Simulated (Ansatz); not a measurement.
Hf (hcp, Mg type)

```
Hf
1.0
    3.20421     0.00000     0.00000
   -1.60210     2.77493     0.00000
    0.00000     0.00000     5.06906
Hf
2
Direct
  0.33333   0.66667   0.75000
  0.66667   0.33333   0.25000
```

E(V) scan at fixed shape, V₀ the volume above. Symmetry pins the atoms to their sites.

These are PBE (plane waves to 420 eV, PAW, scalar-relativistic; Ansatz, an electronic-structure program) values and carry that method's errors. k mesh 17×17×9 (Γ-centred), Fermi-Dirac smearing 0.05 eV. E stands for the smeared free energy. Stress and pressure are positive under compression. With the shape held, the modulus is that of even scaling; a crystal free to change shape is softer. Hf is run without spin polarisation. Hf was relaxed with its symmetry unable to fall. Spin-orbit coupling is left out, though Hf is heavy. The zero of ΔE is the relaxed starting cell. The last digit holds for this mesh only.

| V (Å³/atom) | ΔE (meV/atom) |
|---|---|
| 20.282 | 87.9 |
| 20.845 | 47.5 |
| 21.409 | withheld |
| 21.972 | 4.9 |
| 22.536 | 0.0 |
| 23.099 | 4.5 |
| 23.662 | 17.5 |
| 24.226 | 38.1 |
| 24.789 | 65.4 |

### Question
Fit a third-order Birch-Murnaghan form (E₀, V₀, B₀, B₀′ free) to the given rows and predict ΔE at V = 21.409.

### Answer
Least squares on the 8 given rows: ΔE = E₀ + (9V₀B₀/16)·y²·[2 + (B₀′ − 4)y], y = (V₀/V)^(2/3) − 1, with V₀ = 22.535 Å³/atom, B₀ = 107.2 GPa (160.2 GPa = 1 eV/Å³; the term in eV is multiplied by 1000), B₀′ = 3.42, E₀ = -0.02 meV/atom; root-mean-square residual 0.03 meV/atom. At 21.409 the fit gives 20.3 meV/atom; the calculation gives 20.3 meV/atom, the same to the digits shown. For the pressure the fit gives 6.0 GPa against the computed 6.0 GPa.

(Under strain, the slope of the energy per volume gives the stress and its curvature an elastic modulus.)
